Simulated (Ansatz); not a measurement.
BP:
```cif
data_B4P4
_chemical_formula_sum 'B4 P4'
_space_group_name_H-M_alt 'F-43m'
_space_group_IT_number 216
_space_group_name_Hall 'F -4 2 3'
_cell_length_a 4.52020
_cell_length_b 4.52020
_cell_length_c 4.52020
_cell_angle_alpha 90.000
_cell_angle_beta 90.000
_cell_angle_gamma 90.000
loop_
_atom_site_label
_atom_site_type_symbol
_atom_site_symmetry_multiplicity
_atom_site_Wyckoff_symbol
_atom_site_fract_x
_atom_site_fract_y
_atom_site_fract_z
_atom_site_occupancy
B1 B 4 a 0.00000 0.00000 0.00000 1
P1 P 4 c 0.25000 0.25000 0.25000 1
```
(The calculation used a cell of 2 atoms; values per cell refer to that cell.)

Relaxed with PBEsol (plane waves, PAW; program Ansatz). Indices refer to the conventional cell of F-43m, a = b = c = 4.5202 Å, α = β = γ = 90.00°.

Question: Simulate the powder diffraction pattern (Ag Kα, λ = 0.560885 Å; lines above 1 %) up to 2θ = 30°.

Answer: Simulated powder pattern, Ag Kα, λ = 0.560885 Å (kinematic, ideal powder, no thermal factors, no anomalous dispersion; the 30 strongest lines at most, above 1 %, up to 2θ = 30°):

```csv
2θ (°),d (Å),I/Imax (%),hkl
12.34,2.610,100,(111)
14.26,2.260,26,(200)
20.21,1.598,50,(220)
23.75,1.363,43,(311)
24.82,1.305,7.2,(222)
28.74,1.130,8.5,(400)
```

The cell was relaxed with PBEsol under the symmetry of its start.

Potentials: the earlier of the program's two PAW sets. The files were generated under PBE; for other functionals the program regenerates the frozen cores, and for LDA and PBEsol the local potential too.
